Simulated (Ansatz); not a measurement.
Base run

Ansatz input (lattice in Å, positions in fractions of it; a bare `kind: paw` takes the build's default datasets)
```yaml
crystal:
  lattice:
    - [0.0, 2.535, 2.535]
    - [2.535, 0.0, 2.535]
    - [2.535, 2.535, 0.0]
  atoms:
    - { symbol: Hf, position: [0.0068325476, 0.0068325476, 0.0068325476] }
    - { symbol: O, position: [0.25, 0.25, 0.25] }
    - { symbol: O, position: [0.75, 0.75, 0.75] }
kpoints:
  mp_grid: { grid: [4, 4, 4] }
hamiltonian:
  xc: hse06
  pseudopotentials: { kind: paw }
scf:
  occupations: { method: fermi_dirac, width: 0.05 }
output:
  forces: true
  stress: true
  eigenvalues: true
```

Theory: Ansatz, HSE06, plane waves, PAW datasets (generated soft set 1).

The cutoff used is 420 eV.

The stress includes the program's correction for the finite plane-wave basis.

It gives a pressure of -1.68 GPa and an rms force of 0.256 eV/Å, with a gap of 5.40 eV on the mesh.

Task: What changes with an exchange cutoff ratio of 1?

Result: The pressure rises by 0.03 GPa, the forces move by 0.1 meV/Å (rms), and the free energy changes by +41.24 meV/atom.

Task: What changes with an exchange cutoff ratio of 2?

Result: The pressure stays the same within 0.01 GPa, the forces move by 0.0 meV/Å (rms), and the free energy changes by +0.28 meV/atom.

Task: What changes with the regularized exchange singularity in place of the Wigner–Seitz cut?

Result: The pressure drops by 0.01 GPa, the forces move by 0.1 meV/Å (rms), the gap is unchanged to within 0.01 eV, and the free energy changes by -0.10 meV/atom.

This cubic structure is a model: it isn't the usual form of the substance at ambient conditions, and such phases are metastable or hypothetical. A gap read on the mesh is an upper bound of this method's gap, since the mesh can miss a band edge. Spin–orbit coupling is left out; with heavy elements it can shift the gap and split levels by tenths of an eV.
